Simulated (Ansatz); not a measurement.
Here is the system:

P:
```
P
1.0
    0.00000     2.71649     2.71649
    2.71649     0.00000     2.71649
    2.71649     2.71649     0.00000
P
2
Direct
  0.00000   0.00000   0.00000
  0.25000   0.25000   0.25000
```

This is the r²SCAN-relaxed structure.

**Question.** All from r²SCAN in the plane-wave PAW code Ansatz, unless another level is named. Give the bulk modulus (Birch–Murnaghan fit).

**Answer.** 42.5 GPa.

**Question.** Next, the elastic constants (relaxed ions, GPa)?

**Answer.** C11 = -8.9, C12 = 70.1, C44 = -77.3.

Space group Fd-3m (diamond). The start of the workflow was typed in or built on a structure type; neither database checked (COD, Materials Project) lists it. It is not the phase usual at ambient conditions (space group No. 64). The r²SCAN relaxation kept the symmetry of its start. At this level the phase is mechanically unstable. As this level gives no gap, shear constants depend on the k-mesh and smearing (Fermi–Dirac, 0.1 eV here).

Potentials: the earlier of the program's two PAW sets.
